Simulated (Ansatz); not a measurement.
ZnGaNO:
```
ZnGaNO
1.0
    3.35181     0.00000     0.00000
   -1.67590     2.90275     0.00000
    0.00000     0.00000     9.18317
Ga N Zn O
2 2 2 2
Direct
  0.33333   0.66667   0.97014
  0.66667   0.33333   0.24525
  0.33333   0.66667   0.18700
  0.66667   0.33333   0.46406
  0.33333   0.66667   0.47607
  0.66667   0.33333   0.69603
  0.33333   0.66667   0.75155
  0.66667   0.33333   0.95618
```

Relaxed with r²SCAN.

**Question.** Which orbitals make up the states near the band edges in r²SCAN (plane waves, PAW; program Ansatz)?

**Answer.** Top 1 eV of the valence band: N 2p 78 %, Zn 3d 14 %. Bottom 1 eV of the conduction band: Ga 4s 26 %, Zn 4s 18 %, N 2p 16 %, N 2s 15 %, O 2s 12 %, O 2p 6 %. Projections are on Löwdin-orthogonalised atomic valence shells; empty p or d shells of many metals are not among them.

**Question.** Tabulate the density of states.

**Answer.** States/eV per cell of 8 atoms, in 0.25 eV bins, energy from the valence-band maximum.

| E (eV) | total | Zn 3d | O 2p | N 2p |
|---|---|---|---|---|
| -7.85 | 4.73 | 1.77 | 0.77 | 1.12 |
| -7.60 | 6.07 | 3.16 | 1.50 | 0.62 |
| -7.35 | 9.68 | 5.34 | 2.24 | 1.06 |
| -7.10 | 13.19 | 8.65 | 2.07 | 1.50 |
| -6.85 | 7.13 | 4.96 | 0.91 | 0.75 |
| -6.60 | 15.17 | 12.23 | 1.13 | 1.05 |
| -6.35 | 12.54 | 10.48 | 0.91 | 0.64 |
| -6.10 | 14.61 | 12.45 | 1.00 | 0.44 |
| -5.85 | 7.47 | 4.53 | 1.46 | 0.65 |
| -5.60 | 5.82 | 2.75 | 1.75 | 0.52 |
| -5.35 | 4.51 | 1.71 | 1.61 | 0.50 |
| -5.10 | 4.71 | 1.45 | 1.50 | 0.89 |
| -4.85 | 4.31 | 1.10 | 1.54 | 0.88 |
| -4.60 | 3.15 | 0.72 | 1.15 | 0.73 |
| -4.35 | 3.35 | 0.71 | 1.11 | 0.91 |
| -4.10 | 3.97 | 0.72 | 1.41 | 1.12 |
| -3.85 | 4.34 | 0.71 | 1.79 | 1.12 |
| -3.60 | 4.27 | 0.57 | 2.02 | 1.11 |
| -3.35 | 5.51 | 0.61 | 2.67 | 1.59 |
| -3.10 | 4.66 | 0.49 | 2.11 | 1.54 |
| -2.85 | 4.06 | 0.42 | 1.62 | 1.63 |
| -2.60 | 5.17 | 0.50 | 1.83 | 2.34 |
| -2.35 | 4.51 | 0.39 | 1.27 | 2.37 |
| -2.10 | 5.26 | 0.41 | 1.16 | 3.18 |
| -1.85 | 5.07 | 0.46 | 1.07 | 3.16 |
| -1.60 | 1.83 | 0.20 | 0.22 | 1.28 |
| -1.35 | 1.07 | 0.13 | 0.07 | 0.78 |
| -1.10 | 0.85 | 0.11 | 0.04 | 0.64 |
| -0.85 | 0.71 | 0.10 | 0.02 | 0.54 |
| -0.60 | 0.63 | 0.09 | 0.01 | 0.48 |
| -0.35 | 0.55 | 0.08 | 0.01 | 0.43 |
| -0.10 | 0.35 | 0.05 | 0.00 | 0.28 |
| 0.15 | 0.00 | 0.00 | 0.00 | 0.00 |
| 0.40 | 0.01 | 0.00 | 0.00 | 0.00 |
| 0.65 | 0.04 | 0.00 | 0.00 | 0.01 |
| 0.90 | 0.07 | 0.00 | 0.00 | 0.01 |
| 1.15 | 0.11 | 0.00 | 0.01 | 0.02 |
| 1.40 | 0.18 | 0.00 | 0.01 | 0.03 |
| 1.65 | 0.23 | 0.00 | 0.02 | 0.04 |
| 1.90 | 0.27 | 0.00 | 0.03 | 0.04 |
| 2.15 | 0.34 | 0.00 | 0.03 | 0.05 |
| 2.40 | 0.45 | 0.00 | 0.05 | 0.06 |
| 2.65 | 0.57 | 0.00 | 0.07 | 0.07 |
| 2.90 | 0.78 | 0.00 | 0.09 | 0.09 |
| 3.15 | 1.08 | 0.00 | 0.11 | 0.11 |
| 3.40 | 1.66 | 0.00 | 0.15 | 0.15 |
| 3.65 | 2.26 | 0.01 | 0.18 | 0.19 |
| 3.90 | 2.34 | 0.01 | 0.17 | 0.21 |
| 4.15 | 2.45 | 0.01 | 0.17 | 0.23 |
| 4.40 | 2.75 | 0.01 | 0.16 | 0.28 |
| 4.65 | 3.18 | 0.01 | 0.18 | 0.32 |
| 4.90 | 2.41 | 0.01 | 0.14 | 0.26 |

Space group P3m1. The start of the workflow was typed in or built on a structure type; the Crystallography Open Database copy checked does not list it. Whether it is the stable phase at ambient conditions was not checked. The r²SCAN relaxation kept the symmetry of its start; its stability against distortions is not shown here. Scalar-relativistic: spin–orbit coupling is off unless named, which matters more the heavier the elements.

Potentials: the earlier of the program's two PAW sets.
